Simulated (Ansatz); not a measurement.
## Time and memory for Hf7TaO16

```yaml
crystal:
  lattice:
    - [0.0, 5.115, 5.115]
    - [5.115, 0.0, 5.115]
    - [5.115, 5.115, 0.0]
  atoms:
    - { symbol: Ta, position: [0.0, 0.0, 0.0], spin: 1.0 }
    - { symbol: Hf, position: [0.0, 0.0, 0.5] }
    - { symbol: Hf, position: [0.0, 0.5, 0.0] }
    - { symbol: Hf, position: [0.0, 0.5, 0.5] }
    - { symbol: Hf, position: [0.5, 0.0, 0.0] }
    - { symbol: Hf, position: [0.5, 0.0, 0.5] }
    - { symbol: Hf, position: [0.5, 0.5, 0.0] }
    - { symbol: Hf, position: [0.5, 0.5, 0.5] }
    - { symbol: O, position: [0.125, 0.125, 0.125] }
    - { symbol: O, position: [0.125, 0.125, 0.625] }
    - { symbol: O, position: [0.125, 0.625, 0.125] }
    - { symbol: O, position: [0.125, 0.625, 0.625] }
    - { symbol: O, position: [0.625, 0.125, 0.125] }
    - { symbol: O, position: [0.625, 0.125, 0.625] }
    - { symbol: O, position: [0.625, 0.625, 0.125] }
    - { symbol: O, position: [0.625, 0.625, 0.625] }
    - { symbol: O, position: [0.375, 0.375, 0.375] }
    - { symbol: O, position: [0.375, 0.375, 0.875] }
    - { symbol: O, position: [0.375, 0.875, 0.375] }
    - { symbol: O, position: [0.375, 0.875, 0.875] }
    - { symbol: O, position: [0.875, 0.375, 0.375] }
    - { symbol: O, position: [0.875, 0.375, 0.875] }
    - { symbol: O, position: [0.875, 0.875, 0.375] }
    - { symbol: O, position: [0.875, 0.875, 0.875] }
magnetization:
  spin_polarized: true
kpoints:
  mp_grid: { grid: [3, 3, 3] }
scf:
  occupations: { method: fermi_dirac, width: 0.01 }
hamiltonian:
  xc: pbe
  pseudopotentials: { kind: paw }
output:
  forces: true
  stress: true
  populations: true
  efg:
    quadrupole_moments_barn: { Ta: 3.17, Hf: 3.365, O: -0.02558 }
    contact_densities: true
relax:
  f_tol: 0.03
  max_steps: 40
```

```sh
ansatz run input.yaml --threads 1 --pin off --max-ram 3072MiB --backend cpu --events-out ev --progress --plain --runs-dir out
```

It runs on 1 thread of Arm Neoverse V2 (aarch64; 8 cores open to the job, memory cap 3.0 GiB, no GPU), a shared host with a load of 0.3 a core.

Q: Estimate the wall time and the peak memory.

A: About 96 s of wall time (96 s of CPU time) and 0.97 GiB. The run holds 291 valence electrons in 176 bands, about 5209 plane waves a k-point and 4 irreducible k-points, and took 28 SCF iterations, over 3 ionic steps. Times on a shared host vary by tens of per cent.
